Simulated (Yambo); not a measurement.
CaCd₂As₂ (space group P-3m1, No. 164), G0W0@LDA in Yambo (3×3×2 mesh, plasmon pole; 7 Ry block, no terminator). The number N of bands in W and G is varied.

```
N    x = 1/N  gap Γ → Γ (eV)  shift of the valence edge (eV)
---  -------  --------------  ------------------------------
85   0.01176           0.957                          -0.005
116  0.00862           0.921                          -0.217
154  0.00649           0.904                          -0.368
192  0.00521               ?                               ?
```

Task: Basis-set arguments suggest E = E∞ + A x. Fix A and E∞ from the two rows above the withheld one, predict the row at 192 bands, and test the form.

Result: Gap: A = (0.904 − (0.921))/(0.00649 − 0.00862) = 7.98, E∞ = 0.852 eV, so 0.894 eV is predicted; the run gave 0.900 eV (miss 6 meV). The first two rows have slope 11.5, so the form doesn't hold yet over the whole range. Shift: A = (-0.368 − (-0.217))/(0.00649 − 0.00862) = 70.9, E∞ = -0.828 eV, so -0.459 eV is predicted; the run gave -0.463 eV (miss 4 meV). The first two rows have slope 67.5, within 15 % of that. The other settings are held fixed.

The standard potential for As keeps a d shell in the valence without the s and p states of that shell. In tests on such compounds this moved G0W0 gaps by up to about 0.9 eV, so absolute quasiparticle energies here are unreliable; differences between settings are what counts.

Spin-orbit coupling is not included.

Geometry of the Materials Project entry, not relaxed at this level; primitive cell a = 4.414 Å, b = 4.414 Å, c = 7.206 Å, α = 90.00°, β = 90.00°, γ = 120.00°.

A shift is the quasiparticle energy of the state minus its LDA energy.
